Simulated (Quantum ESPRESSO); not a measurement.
Inputs of pw.x and gipaw.x (a modified build of Quantum ESPRESSO, PBE) for Na2S; the starting potential comes from an earlier run on another mesh:

```
&CONTROL
  calculation = 'scf'
  prefix = 'x'
  pseudo_dir = './pseudo'
  outdir = './out'
  tprnfor = .true.
/
&SYSTEM
  ibrav = 0
  nat = 3
  ntyp = 2
  ecutwfc = 60
  ecutrho = 240
  occupations = 'fixed'
  nbnd = 12
/
&ELECTRONS
  conv_thr = 1e-11
  startingpot = 'file'
/
ATOMIC_SPECIES
Na 22.990 Na.GGA_PBE-JTH.UPF
S 32.060 S.GGA_PBE-JTH.UPF
CELL_PARAMETERS angstrom
    0.000000000000     3.249155000000     3.249155000000
    3.249155000000     0.000000000000     3.249155000000
    3.249155000000     3.249155000000     0.000000000000
ATOMIC_POSITIONS crystal
Na     0.250000000000     0.250000000000     0.250000000000
Na     0.750000000000     0.750000000000     0.750000000000
S      0.000000000000    -0.000000000000    -0.000000000000
K_POINTS automatic
5 5 5 1 1 1
```

```
&INPUTGIPAW
  job = 'nmr'
  prefix = 'x'
  tmp_dir = './out/'
  restart_mode = 'from_scratch'
  pawproj(1) = .true.
  pawproj(2) = .true.
  use_nmr_macroscopic_shape = .false.
/
```

The geometry is a computed Materials Project entry, not a measured one. It is Na2S in Fm-3m; whether this form has been observed was not checked. Stability against distortions was not tested.

**Question.** Predict the shielding tensors that the run ends with.

**Answer.** 
```
     f-sum rule (should be   -17.4308):
           -17.4299         -0.0000         -0.0000
            -0.0000        -17.4299         -0.0000
            -0.0000         -0.0000        -17.4299

     Total NMR chemical shifts in ppm: ---------------------------------------
     (adopting the Simpson convention for anisotropy and asymmetry)-----------

     Atom  1  Na  pos: (  0.353553  0.353553  0.353553)  Total sigma:         492.63
           492.6340         -0.0000         -0.0000
            -0.0000        492.6340         -0.0000
            -0.0000         -0.0000        492.6340

     Na      1    anisotropy:     -0.00    eta:    0.0000
     Na      1    sigma_11=    492.63
     Na      1    sigma_22=    492.63
     Na      1    sigma_33=    492.63

     Atom  2  Na  pos: (  1.060660  1.060660  1.060660)  Total sigma:         492.63
           492.6340         -0.0000         -0.0000
            -0.0000        492.6340          0.0000
            -0.0000          0.0000        492.6340

     Na      2    anisotropy:      0.00    eta:    0.0000
     Na      2    sigma_11=    492.63
     Na      2    sigma_22=    492.63
     Na      2    sigma_33=    492.63

     Atom  3  S   pos: (  0.000000  0.000000  0.000000)  Total sigma:         780.76
           780.7592         -0.0000         -0.0000
            -0.0000        780.7592         -0.0000
            -0.0000         -0.0000        780.7592

     S       3    anisotropy:      0.00    eta:    0.0000
     S       3    sigma_11=    780.76
     S       3    sigma_22=    780.76
     S       3    sigma_33=    780.76
```
The printed anisotropy is 3/2 (σ_33 − σ_iso) in the program's own order; the axes are left out here. All sites are cubic, so the anisotropy vanishes by symmetry. Shieldings are absolute and leave out the bulk-susceptibility term; a larger σ means a smaller chemical shift. By our sweeps, such settings leave a few ppm in absolute σ. The datasets of Na, S hold no d projectors, which limits absolute σ on these atoms. The structure is static (0 K, no zero-point motion).
